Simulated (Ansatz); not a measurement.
MgTe:
```xyz
8
Lattice="4.6062 0.0000 0.0000 -2.3031 3.9891 0.0000 0.0000 0.0000 15.0115" Properties=species:S:1:pos:R:3 pbc="T T T"
Mg     0.0000     0.0000     0.0085
Mg     0.0000     0.0000     7.5142
Mg     2.3031     1.3297    11.2608
Mg     0.0000     2.6594     3.7551
Te     0.0000     0.0000    12.1990
Te     0.0000     0.0000     4.6933
Te     2.3031     1.3297     8.4406
Te     0.0000     2.6594     0.9348
```

Relaxed with PBE.

Q: Give the Bader charges and basin volumes of the independent atoms, PBE in the plane-wave PAW code Ansatz.

A: 

| atom | Bader charge (e) | Bader volume (Å³) |
|---|---|---|
| Mg1 | +1.54 | 8.5 |
| Mg3 | +1.54 | 8.6 |
| Te5 | -1.54 | 60.3 |
| Te7 | -1.54 | 60.2 |

Space group P6_3mc. A made-up cell: these elements were put on the sites of a structure type; the Crystallography Open Database files this formula in space group No. 186, but the cells were not matched. Its standing as an ambient phase is unchecked. The cell was relaxed with PBE under the symmetry of its start; its stability against distortions is not shown here. Scalar-relativistic: spin–orbit coupling is off unless named, which matters more the heavier the elements.

Potentials: the later of the program's two PAW sets.
